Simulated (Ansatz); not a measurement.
MgAu (CsCl type, Pm-3m) under volume change, PBEsol (plane waves, PAW; program Ansatz), scaled uniformly.

| V (Å³/atom) | E − E(relaxed) (meV/atom) | P (GPa) |
|---|---|---|
| 15.724 | 48.2 | 10.88 |
| 16.243 | 20.2 | 6.60 |
| 16.761 | 4.7 | 3.02 |
| 17.280 | 0.0 | 0.00 |
| 17.798 | 4.2 | -2.54 |
| 18.316 | 16.0 | -4.68 |
| 18.835 | 34.2 | -6.47 |

Task: What does a third-order Birch–Murnaghan fit give for V₀, B₀ and B′?

Result: V₀ = 17.28 Å³/atom, B₀ = 92.2 GPa, B′ = 4.8.

The workflow started from a Materials Project entry (that database holds measured and hypothetical structures alike); the Crystallography Open Database files this formula in space group No. 221, but the cells were not matched. Its standing as an ambient phase is unchecked. The PBEsol relaxation kept the symmetry of its start; of distortions, only those at the zone centre were tested. Spin–orbit coupling is left out wherever it is not named.

Potentials: the later of the program's two PAW sets.
